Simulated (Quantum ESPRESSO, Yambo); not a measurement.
## Quasiparticle gap of MoS₂

```cif
data_Mo2S4
_chemical_formula_sum 'S4 Mo2'
_space_group_name_H-M_alt 'P 1'
_space_group_IT_number 1
_cell_length_a 3.15634
_cell_length_b 3.15634
_cell_length_c 12.11757
_cell_angle_alpha 90.000
_cell_angle_beta 90.000
_cell_angle_gamma 120.000
loop_
_space_group_symop_operation_xyz
  'x, y, z'
loop_
_atom_site_label
_atom_site_type_symbol
_atom_site_fract_x
_atom_site_fract_y
_atom_site_fract_z
_atom_site_occupancy
S1 S 0.33333 0.66667 0.37896 1
S2 S 0.66667 0.33333 0.62104 1
S3 S 0.66667 0.33333 0.87896 1
S4 S 0.33333 0.66667 0.12104 1
Mo1 Mo 0.00000 0.00000 0.25000 1
Mo2 Mo 0.00000 0.00000 0.75000 1
```

Cell and atoms were relaxed with PBE+D3(BJ) from Materials Project entry mp-1018809, within its symmetry.

Starting point: PBE (Quantum ESPRESSO, PseudoDojo norm-conserving, 80 Ry, without SOC). G0W0 in Yambo: 6×6×1 Γ-centred k mesh, bands 3 to 93 and a 6 Ry block in the screening, 93 bands in G with the Bruneval-Gonze terminator, plasmon pole fitted at 27.2 eV.

| Item | Result |
|---|---|
| PBE gap along the band path | 0.82 eV |
| PBE gap between the mesh's edge points (Γ → (0.167, 0.167, 0)) | 0.85 eV |
| G0W0 gap between the same points | 1.16 eV |
| PBE smallest direct gap on the mesh (at K) | 1.74 eV |
| G0W0 direct gap at that point | 2.21 eV |

```json
[
 {"k point": "Γ", "band": "VB", "E PBE (eV)": "0.00", "E QP (eV)": "0.23", "shift (eV)": "0.23", "Z": "0.78"},
 {"k point": "Γ", "band": "CB", "E PBE (eV)": "1.94", "E QP (eV)": "2.53", "shift (eV)": "0.60", "Z": "0.79"},
 {"k point": "M", "band": "VB", "E PBE (eV)": "-1.23", "E QP (eV)": "-1.18", "shift (eV)": "0.06", "Z": "0.79"},
 {"k point": "M", "band": "CB", "E PBE (eV)": "1.53", "E QP (eV)": "2.39", "shift (eV)": "0.85", "Z": "0.79"},
 {"k point": "(0.167, 0.167, 0)", "band": "VB", "E PBE (eV)": "-1.46", "E QP (eV)": "-1.58", "shift (eV)": "-0.12", "Z": "0.78"},
 {"k point": "(0.167, 0.167, 0)", "band": "CB", "E PBE (eV)": "0.85", "E QP (eV)": "1.39", "shift (eV)": "0.54", "Z": "0.79"},
 {"k point": "K", "band": "VB", "E PBE (eV)": "-0.78", "E QP (eV)": "-0.51", "shift (eV)": "0.27", "Z": "0.79"},
 {"k point": "K", "band": "CB", "E PBE (eV)": "0.97", "E QP (eV)": "1.70", "shift (eV)": "0.73", "Z": "0.78"}
]
```

Energies count from the PBE valence-band maximum.

Convergence of the G0W0 settings was not tested.

Spin-orbit splittings are left out.

The layers are not stacked as in the ordinary crystal (cation over anion).
